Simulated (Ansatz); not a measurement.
CdPd (L1₀ or tetragonal B2, space group No. 123) under volume change, DFT-r²SCAN in the program Ansatz with PAW potentials, shape and atoms relaxed at each volume.

```tsv
V (Å³/atom)	E − E(relaxed) (meV/atom)	P (GPa)
15.380	?	?
15.887	27.8	9.37
16.394	?	?
16.901	0.0	0.00
17.408	5.7	-3.50
17.915	21.5	-6.37
18.422	45.5	-8.73
```

### Question
Complete the blanks.

### Answer

- 15.380, E − E(relaxed) (meV/atom): 66.9
- 15.380, P (GPa): 15.57
- 16.394, E − E(relaxed) (meV/atom): 6.5
- 16.394, P (GPa): 4.24

### Question
What does a third-order Birch–Murnaghan fit give for V₀, B₀ and B′?

### Answer
V₀ = 16.90 Å³/atom, B₀ = 128 GPa, B′ = 5.4.

Space group P4/mmm (L1₀ or tetragonal B2). The workflow started from an entry of the Crystallography Open Database (COD). Its standing as an ambient phase is unchecked. Symmetry was held in the r²SCAN relaxation; its stability against distortions is not shown here. No spin polarisation was allowed.

Potentials: the later of the program's two PAW sets.
